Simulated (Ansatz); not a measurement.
Consider the following.

NaH (rock salt), conventional cell a = b = c = 4.792 Å, α = β = γ = 90.00°. The calculation uses the primitive cell of 2 atoms, to which meshes and values per cell refer.

Equation-of-state scan: isotropic scaling of the cell above, V₀ being its volume. Symmetry pins the atoms to their sites.

Computed with PBEsol (plane waves to 420 eV, PAW, scalar-relativistic; Ansatz, a quantum-chemistry and plane-wave program). k mesh 12×12×12 (Γ-centred), Fermi-Dirac smearing 0.05 eV. The energy includes the smearing's −TS. Compression counts positive. NaH was relaxed with its symmetry unable to fall. The zero of ΔE is the relaxed starting cell.

The scan covers V/V₀ from 0.900 to 1.100 in 11 points.

Problem. What pressure does the cell carry at V/V₀ = 0.900?

Solution. 3.08 GPa.

Problem. What is ΔE at V/V₀ = 1.100?

Solution. 8.8 meV/atom.

Problem. What is ΔE at V/V₀ = 0.900?

Solution. 12.2 meV/atom.

(Under strain, the slope of the energy per volume gives the stress and its curvature an elastic modulus.)
